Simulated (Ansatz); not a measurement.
Data:

Si$_{3}$Mo$_{5}$:
```
Si3Mo5
1.0
   -4.82027     4.82027     2.44743
    4.82027    -4.82027     2.44743
    4.82027     4.82027    -2.44743
Si Mo
6 10
Direct
  0.83276   0.66724   0.50000
  0.16724   0.33276   0.50000
  0.66724   0.16724   0.83447
  0.33276   0.83276   0.16553
  0.75000   0.75000   0.00000
  0.25000   0.25000   0.00000
  0.92322   0.22397   0.14718
  0.07678   0.77603   0.85282
  0.22397   0.07678   0.30075
  0.77603   0.92322   0.69925
  0.57678   0.72397   0.30075
  0.42322   0.27603   0.69925
  0.27603   0.57678   0.85282
  0.72397   0.42322   0.14718
  0.25000   0.75000   0.50000
  0.75000   0.25000   0.50000
```

This is the r²SCAN-relaxed structure.

Problem. All from plane-wave PAW r²SCAN (Ansatz code), unless another level is named. Give the electronic character.

Solution. metallic (no gap).

Problem. And the formation energy from the elements (no fitted shifts)?

Solution. -401 meV/atom.

Problem. And the density of states at the Fermi level?

Solution. 0.49 states/eV per atom (mean over ±0.08 eV).

Space group I4/mcm. The workflow started from a Materials Project entry (that database holds measured and hypothetical structures alike); the Crystallography Open Database files this formula in space group No. 140, but the cells were not matched. Whether it is the stable phase at ambient conditions was not checked. Symmetry was held in the r²SCAN relaxation; its stability against distortions is not shown here. The run is not spin-polarised. The references are the lowest solids computed at this level, not always the standard phases. Scalar-relativistic: spin–orbit coupling is off unless named, which matters more the heavier the elements.

Potentials: the later of the program's two PAW sets.
